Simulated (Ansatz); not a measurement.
Here is the system:

AlN (zinc blende)

```yaml
crystal:
  lattice:
    - [0.00000, 2.20161, 2.20161]
    - [2.20161, 0.00000, 2.20161]
    - [2.20161, 2.20161, 0.00000]
  atoms:
    - { symbol: N, position: [0.75000, 0.75000, 0.75000] }
    - { symbol: Al, position: [0.00000, 0.00000, 0.00000] }
```

This relaxed cell (volume V₀) is scaled evenly in all directions, its shape held. Symmetry pins the atoms to their sites.

Computed with PBE (plane waves to 420 eV, PAW, scalar-relativistic; Ansatz, a program for electronic structure). k mesh 13×13×13 (Γ-centred), Fermi-Dirac smearing 0.05 eV. The energy includes the smearing's −TS. Compression counts positive. AlN was relaxed with its symmetry unable to fall. ΔE is measured from the relaxed starting cell.

The scan covers V/V₀ from 0.840 to 1.160 in 13 points.

What is the fitted pressure derivative B₀′?

3.9.

What bulk modulus B₀ follows from a third-order Birch-Murnaghan fit?

192 GPa.

(Under strain, the slope of the energy per volume gives the stress and its curvature an elastic modulus.)
